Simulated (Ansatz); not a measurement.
An Ansatz (a program for electronic structure) run. Input:

Ansatz 0.2 input:
```yaml
crystal:
  lattice:
    - [4.8684898643, 0.0, 0.0]
    - [0.0, 4.8684898643, 0.0]
    - [0.0, 0.0, 4.8684898643]
  atoms:
    - { symbol: Al, position: [0.8441705642, 0.8441705642, 0.8441705642] }
    - { symbol: Al, position: [0.6558294358, 0.1558294358, 0.3441705642] }
    - { symbol: Al, position: [0.3441705642, 0.6558294358, 0.1558294358] }
    - { symbol: Al, position: [0.1558294358, 0.3441705642, 0.6558294358] }
    - { symbol: Pt, position: [0.1539817983, 0.1539817983, 0.1539817983] }
    - { symbol: Pt, position: [0.3460182017, 0.8460182017, 0.6539817983] }
    - { symbol: Pt, position: [0.6539817983, 0.3460182017, 0.8460182017] }
    - { symbol: Pt, position: [0.8460182017, 0.6539817983, 0.3460182017] }
kpoints:
  mp_grid: { grid: [6, 6, 6] }
  band_path:
    path:
      - [[0.0, 0.0, 0.0], [0.0, 0.5, 0.0], [0.5, 0.5, 0.0], [0.0, 0.0, 0.0], [0.5, 0.5, 0.5], [0.0, 0.5, 0.0]]  # Γ-X-M-Γ-R-X
      - [[0.5, 0.5, 0.5], [0.5, 0.5, 0.0], [0.5, 0.0, 0.0]]  # R-M-X_1
    npoints: 10
basis: { xc_grid: 2 }
hamiltonian:
  xc: pbesol
  pseudopotentials: { kind: paw }
magnetization: { noncollinear: true, spin_orbit: true }
scf:
  n_extra_bands: 16
  convergence: { dr2_threshold: 0.0000000001 }
  occupations: { method: gaussian, width: 0.05 }
output: { eigenvalues: true }
```

Output (shortened):

```
Pseudopotential: Al, paw_fr, valence charge 3
Pseudopotential: Pt, paw_fr, valence charge 18
Functional definition: PBEsol
non-collinear run that drives no moment, with spin-orbit …
Crystal: 8 atoms, lattice volume = 115.394 Å³
Basis set: ecut = 420 eV, 2301 PW (Γ), exchange–correlation on 72×72×72 points (8 copies of the dense FFT grid, shifted against one another)
Bands: 100, of which v1, the nominal top of the filled ones, is band 84 counted from 1 (83 counted from 0)
Symmetry: 12 space group operations + 12 with time reversal
k-points: 24 of 216 (time reversal used)
Projection manifold: j_resolved (fully-relativistic pseudo-atomic orbitals)
SCF iter   1: F=—  HF=-51781.430622 eV  |F-HF|=—  |Δ(HF+E_count)|=         —  Δρ=1.06e-1  dr2=1.62e1  dr2_m=0.00e0 (ungated)  ethr=3.10e-3  |M|=0.00e0 ∫|m|=0.00e0 μB  |m|>n=0.0e0 m-floor=0.0e0 τ_xc=0.0e0  β_m=0.30  ⟨swp⟩=6.2  Hψ=10427  notcnv=0  defer=18
preconditioner: auto → Resta (q_TF=auto, 2.588 Å⁻¹)
spin=Noncollinear: Resta preconditioning applied to the charge; magnetization (m_x, m_y, m_z) channels mix plain (no charge-response kernel on spin).
SCF iter   2: F=—  HF=-51778.401956 eV  |F-HF|=—  |Δ(HF+E_count)|=    3.03e0  Δρ=5.47e-2  dr2=3.80e0  dr2_m=0.00e0 (ungated)  ethr=3.10e-3  |M|=0.00e0 ∫|m|=0.00e0 μB  |m|>n=0.0e0 m-floor=0.0e0 τ_xc=0.0e0  β_m=0.44  ⟨swp⟩=2.0  Hψ=3922  notcnv=0  defer=254
SCF iter   3: F=—  HF=-51777.471564 eV  |F-HF|=—  |Δ(HF+E_count)|=   9.30e-1  Δρ=1.55e-2  dr2=1.60e-1  dr2_m=0.00e0 (ungated)  ethr=3.10e-3  |M|=0.00e0 ∫|m|=0.00e0 μB  |m|>n=0.0e0 m-floor=0.0e0 τ_xc=0.0e0  β_m=0.72  ⟨swp⟩=2.1  Hψ=3463  notcnv=0  defer=254
SCF iter   4: F=—  HF=-51777.442894 eV  |F-HF|=—  |Δ(HF+E_count)|=   2.87e-2  Δρ=2.14e-3  dr2=5.68e-3  dr2_m=0.00e0 (ungated)  ethr=1.91e-4  |M|=0.00e0 ∫|m|=0.00e0 μB  |m|>n=0.0e0 m-floor=0.0e0 τ_xc=0.0e0  β_m=0.86  ⟨swp⟩=2.2  Hψ=2984  notcnv=0  defer=246
SCF iter   5: F=—  HF=-51777.440806 eV  |F-HF|=—  |Δ(HF+E_count)|=   2.09e-3  Δρ=7.17e-4  dr2=5.48e-4  dr2_m=0.00e0 (ungated)  ethr=6.76e-6  |M|=0.00e0 ∫|m|=0.00e0 μB  |m|>n=0.0e0 m-floor=0.0e0 τ_xc=0.0e0  β_m=0.93  ⟨swp⟩=2.2  Hψ=3472  notcnv=0  defer=246
SCF iter   6: F=—  HF=-51777.440541 eV  |F-HF|=—  |Δ(HF+E_count)|=   2.65e-4  Δρ=5.62e-5  dr2=2.04e-6  dr2_m=0.00e0 (ungated)  ethr=6.53e-7  |M|=0.00e0 ∫|m|=0.00e0 μB  |m|>n=0.0e0 m-floor=0.0e0 τ_xc=0.0e0  β_m=0.96  ⟨swp⟩=2.0  Hψ=3426  notcnv=0  defer=246
SCF iter   7: F=—  HF=-51777.440681 eV  |F-HF|=—  |Δ(HF+E_count)|=   1.40e-4  Δρ=1.57e-5  dr2=2.23e-7  dr2_m=0.00e0 (ungated)  ethr=2.43e-9  |M|=0.00e0 ∫|m|=0.00e0 μB  |m|>n=0.0e0 m-floor=0.0e0 τ_xc=0.0e0  β_m=0.98  ⟨swp⟩=2.0  Hψ=3554  notcnv=0  defer=246
SCF iter   8: F=—  HF=-51777.440681 eV  |F-HF|=—  |Δ(HF+E_count)|=   3.27e-8  Δρ=3.03e-6  dr2=1.43e-8  dr2_m=0.00e0 (ungated)  ethr=2.65e-10  |M|=0.00e0 ∫|m|=0.00e0 μB  |m|>n=0.0e0 m-floor=0.0e0 τ_xc=0.0e0  β_m=0.99  ⟨swp⟩=2.2  Hψ=3359  notcnv=0  defer=246
SCF iter  10: F=-51777.440681 eV  HF=-51777.440681 eV  |F-HF|=2.18e-11  |Δ(HF+E_count)|=  8.73e-11  Δρ=7.63e-8  dr2=5.50e-12  dr2_m=0.00e0 (ungated)  ethr=1.00e-12  |M|=0.00e0 ∫|m|=0.00e0 μB  |m|>n=0.0e0 m-floor=0.0e0 τ_xc=0.0e0  ⟨swp⟩=9.2  Hψ=7394  notcnv=0
SCF 1 converged in 10 iterations: F = -51777.440681 eV  dr2 = 5.50e-12
NSCF: frozen V_eff on 72 k-points
SCF converged after 10 iterations
Magnetization: |M| = 0.0000 μB,  M = (+0.0000, +0.0000, +0.0000) μB
Absolute magnetization: 0.0000 μB (∫|m|)
  site 0: m = (+0.0000, +0.0000, +0.0000) μB, |m| = 0.0000 μB  (R = 1.07 Å)
  site 1: m = (+0.0000, +0.0000, +0.0000) μB, |m| = 0.0000 μB  (R = 1.07 Å)
  site 2: m = (+0.0000, +0.0000, +0.0000) μB, |m| = 0.0000 μB  (R = 1.07 Å)
  site 3: m = (+0.0000, +0.0000, +0.0000) μB, |m| = 0.0000 μB  (R = 1.07 Å)
  site 4: m = (+0.0000, +0.0000, +0.0000) μB, |m| = 0.0000 μB  (R = 1.07 Å)
  site 5: m = (+0.0000, +0.0000, +0.0000) μB, |m| = 0.0000 μB  (R = 1.07 Å)
  site 6: m = (+0.0000, +0.0000, +0.0000) μB, |m| = 0.0000 μB  (R = 1.07 Å)
  site 7: m = (+0.0000, +0.0000, +0.0000) μB, |m| = 0.0000 μB  (R = 1.07 Å)
Free energy (F): -51777.440681 eV
Harris-Foulkes:  -51777.440681 eV  (|F-HF|=2.18e-11)
Internal energy: -51777.437686 eV  (E = F + TS)
E sigma→0 (E₀):  -51777.439183 eV
Entropy (-TS):   -0.002995 eV (-0.374 meV/atom)
Fermi energy:    16.833210 eV
--- Per-component energies (eV) ---
  E_band       = -894.112078
  E_kinetic    = 2660.519996
  E_local      = -8636.043870  (includes V_loc(G=0)·N_el)
  E_nonlocal   = 798.825350
  E_hartree    = 3390.811758
  E_xc         = -1209.030434
  E_vxc        = -1339.777026  (∫ρ·V_xc dr)
  E_paw        = -39186.711641  (= ΣΔE_a)
  E_vpaw       = -1159.260756  (= ΣTr[D̂ρ^β])
  E_aug_tail   = 0.000581  (compensation charges beyond the density's cutoff)
  E_ewald      = -9597.055077
  E_core_change = 1.245652  (= ΣΔE_core)
  E_smearing   = -0.002995  (= −TS)
  E_closure    =  0.000000  (closes the sum)
  Σ components = -51777.440681   (vs F -51777.440681, Δ=0.00e0)
  [band-id]    e_kinetic+e_local+e_nonlocal+2·e_hartree+e_vxc+e_vpaw+e_augmentation_tail = -894.112209   (vs E_band -894.112078, Δ=-1.32e-4)
--- Band table (eV; the first three rows and the last of 24) ---
  k-point 0: bands = ["-81.7407", "-81.7407", "-81.7341", "-81.7341", "-81.7341", "-81.7341", "-81.7341", "-81.7341", "-47.1167", "-47.1167", "-47.1167", "-47.1167", "-47.1163", "-47.1163", "-47.0905", "-47.0905", "-32.1575", "-32.1575", "-32.1471", …
  k-point 1: bands = ["-81.7404", "-81.7404", "-81.7352", "-81.7352", "-81.7340", "-81.7340", "-81.7335", "-81.7335", "-47.1191", "-47.1188", "-47.1170", "-47.1168", "-47.1124", "-47.1122", "-47.0918", "-47.0918", "-32.1658", "-32.1520", "-32.1517", …
  k-point 2: bands = ["-81.7394", "-81.7394", "-81.7366", "-81.7366", "-81.7337", "-81.7337", "-81.7333", "-81.7333", "-47.1199", "-47.1195", "-47.1181", "-47.1179", "-47.1069", "-47.1068", "-47.0956", "-47.0956", "-32.1691", "-32.1591", "-32.1522", …
  k-point 23: bands = ["-81.7357", "-81.7357", "-81.7357", "-81.7357", "-81.7357", "-81.7357", "-81.7357", "-81.7357", "-47.1102", "-47.1102", "-47.1102", "-47.1102", "-47.1102", "-47.1102", "-47.1098", "-47.1098", "-32.1750", "-32.1750", "-32.1270", …
```

Cost: very roughly 5 core-minutes on shared cores.

Space group P2_13. The workflow started from a Materials Project entry (that database holds measured and hypothetical structures alike); the Crystallography Open Database copy checked does not list it. With Al and Pt taken as one species the cell has the higher symmetry Pa-3, so it may be an ordered model of a mixed-site phase. Whether it is the stable phase at ambient conditions was not checked. The PBEsol relaxation kept the symmetry of its start; whether a distortion lowers the energy is not shown. The run is not spin-polarised.

Potentials: the later of the program's two PAW sets.

Ansatz is a plane-wave DFT program.
